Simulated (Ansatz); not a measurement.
Computed with DFT PBE, scalar-relativistic, plane waves, PAW (Ansatz). Settings: cutoff 420 eV, Γ-centred meshes spaced at most about 0.3 Å⁻¹, and about 0.25 Å⁻¹ or finer for metals (2π included), Gaussian smearing. Collinear spin in cells that started with moments and kept them past the coarse steps, no spin elsewhere.

All energies are static (0 K, no zero-point motion).

Two forms of VMoS4 were relaxed alike.

A. (site moments under 0.1 μB)

```
V Mo S
1.0
     3.18816    0.00000    0.00000
    -1.59408    2.76102    0.00000
     0.00000    0.00000   13.58030
V Mo S
1 1 4
Direct
  0.00000 0.00000 0.50000
  0.00000 0.00000 0.00000
  0.66667 0.33333 0.39213
  0.66667 0.33333 0.88324
  0.33333 0.66667 0.11676
  0.33333 0.66667 0.60787
```

B. (site moments V 0.8 μB)

```
V Mo S
1.0
     3.18351    0.00000    0.00000
    -1.59175    2.75700    0.00000
     0.00000    0.00000   14.08301
V Mo S
1 1 4
Direct
  0.66667 0.33333 0.00000
  0.33333 0.66667 0.50000
  0.66667 0.33333 0.38905
  0.33333 0.66667 0.10564
  0.66667 0.33333 0.61095
  0.33333 0.66667 0.89436
```

Question: Which form is favoured at zero pressure, and by what margin per atom?

Answer: B is lower, by 148 meV/atom. A has space group P-3m1 (No. 164), 19.9 Å³/atom and no gap on its mesh; B has V and Mo ordered on 2H molybdenite sites, space group P-6m2 (No. 187), 20.6 Å³/atom and no gap. Counting S atoms around Mo and V (those within 1.25 times the shortest such distance or 1.15 times the sum of covalent radii), A and B both have V 6, Mo 6. Their magnetic states differ too, which can make part of the margin. Both come from invented guesses.

Weakly bound directions are ill-defined at this level, which has no dispersion term (P-3m1, P-6m2), and this can change margins and order among such cells. No Hubbard U is applied to the 3d shell of V. Another magnetic order may lie lower. Cells relaxed within their symmetry can be saddle points.
